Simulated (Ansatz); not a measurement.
Theory: DFT PBE, scalar-relativistic, plane waves, PAW (Ansatz). All cells share a 420 eV cutoff and Γ-centred k meshes spaced at most about 0.3 Å⁻¹ (about 0.25 or finer for metals, 2π included). No spin polarisation in the final relaxations.

Temperature and zero-point effects are left out. All come from trial cells, and lower structures may exist.

**Question.** These unrelaxed guesses for Li₇As are each relaxed within their symmetry. Order them by the energy at which they end, lowest first.
A.

```
CELL_PARAMETERS angstrom
0.00000 3.69135 3.69135
3.69135 0.00000 3.69135
3.69135 3.69135 0.00000
ATOMIC_POSITIONS crystal
Li 0.50000 0.00000 0.00000
Li 0.00000 0.50000 0.50000
Li 0.00000 0.50000 0.00000
Li 0.50000 0.00000 0.50000
Li 0.00000 0.00000 0.50000
Li 0.50000 0.50000 0.00000
Li 0.00000 0.00000 0.00000
As 0.50000 0.50000 0.50000
```

B.

```
CELL_PARAMETERS angstrom
0.00000 3.87075 3.87075
3.87075 0.00000 3.87075
3.87075 3.87075 0.00000
ATOMIC_POSITIONS crystal
Li 0.25249 0.74751 0.74751
Li 0.74751 0.25249 0.25249
Li 0.74751 0.25249 0.74751
Li 0.25249 0.74751 0.25249
Li 0.74751 0.74751 0.25249
Li 0.25249 0.25249 0.74751
Li 0.00000 0.00000 0.00000
As 0.50000 0.50000 0.50000
```

**Answer.** A (ends in Fm-3m, 0 meV/atom), B (ends in Fm-3m, 239 meV/atom).

Cells relaxed within their symmetry can be saddle points. Some candidate types were left out of the draw beforehand, so a known form may be missing.
